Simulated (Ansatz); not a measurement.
Relaxed-ion elastic tensor of YC (rock salt, space group No. 225) in GPa (Voigt order), the program Ansatz at the PBEsol level (PAW); density 5.26 g/cm³, 15.93 Å³ per atom.

```
 249  74.8  74.8   0.0   0.0   0.0
74.8   249  74.8   0.0   0.0   0.0
74.8  74.8   249   0.0   0.0   0.0
 0.0   0.0   0.0  56.4   0.0   0.0
 0.0   0.0   0.0   0.0  56.4   0.0
 0.0   0.0   0.0   0.0   0.0  56.4
```

### Question
Is the crystal mechanically stable?

### Answer
Yes: the smallest eigenvalue of C is 56.4 GPa.

### Question
Work out the Voigt, Reuss and Hill averages.

### Answer
K_V = 133, K_R = 133, K_H = 133; G_V = 68.7, G_R = 65.6, G_H = 67.2 GPa.

### Question
Give Young's modulus, Poisson's ratio, Pugh's ratio and the universal anisotropy index.

### Answer
E = 9KG/(3K + G) = 172 GPa; ν = 0.28; K/G = 1.98 (ductile by the Pugh limit of 1.75); A_U = 5G_V/G_R + K_V/K_R − 6 = 0.23.

### Question
Estimate the sound speeds and the Debye temperature.

### Answer
v_l = √((K + 4G/3)/ρ) = 6500 m/s, v_t = √(G/ρ) = 3570 m/s, mean 3980 m/s; Θ = (h/k)(3n/4πV)^(1/3) v_m = 471 K.

### Question
Give the Zener ratio and Young's modulus along [100], [110] and [111].

### Answer
A = 2C44/(C11 − C12) = 0.65; 1/E = S11 − 2(S11 − S12 − S44/2)Γ with Γ = 0, 1/4, 1/3 gives 215, 161, 148 GPa.

### Question
Solve the Christoffel equation for the three sound speeds along [100], [110], [111].

### Answer
Eigenvalues of C_ijkl n_j n_l equal ρv². In km/s, slowest first: [100] 3.27, 3.27, 6.88; [110] 3.27, 4.07, 6.44; [111] 3.82, 3.82, 6.29.

Space group Fm-3m (rock salt). The start of the workflow was typed in or built on a structure type; the Crystallography Open Database copy checked does not list it. Its standing as an ambient phase is unchecked. The PBEsol relaxation kept the symmetry of its start; its stability against distortions is not shown here. The run is not spin-polarised. As this level gives no gap, shear constants depend on the k-mesh and smearing (Fermi–Dirac, 0.1 eV here).

Potentials: the later of the program's two PAW sets.
